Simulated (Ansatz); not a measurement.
SnO (zinc blende, F-43m) at seven volumes, DFT-PBE in the program Ansatz with PAW potentials, scaled uniformly. One row is withheld.

| V (Å³/atom) | P (GPa) |
|---|---|
| 18.701 | 6.60 |
| 19.317 | 4.08 |
| 19.934 | ? |
| 20.550 | -0.01 |
| 21.167 | -1.68 |
| 21.783 | -3.15 |
| 22.400 | -4.39 |

**Question.** Fit the shown pressures and predict the withheld one.

**Answer.** P = (3/2)B₀(x^(7/2) − x^(5/2))[1 + (3/4)(B′ − 4)(x − 1)] with x = (V₀/V)^(2/3). Least squares on the six rows gives V₀ = 20.544 Å³/atom, B₀ = 59.4 GPa, B′ = 3.58. At V = 19.934, x = 1.0203 and P = 1.89 GPa. The run itself gave 1.91 GPa.

The start of the workflow was typed in or built on a structure type; neither database checked (COD, Materials Project) lists it. It is not the phase usual at ambient conditions (space group No. 129). The cell was relaxed with PBE under the symmetry of its start; its stability against distortions is not shown here. The volume moved by 23 % from the start of the relaxation. Scalar-relativistic: spin–orbit coupling is off unless named, which matters more the heavier the elements.

Potentials: the earlier of the program's two PAW sets.
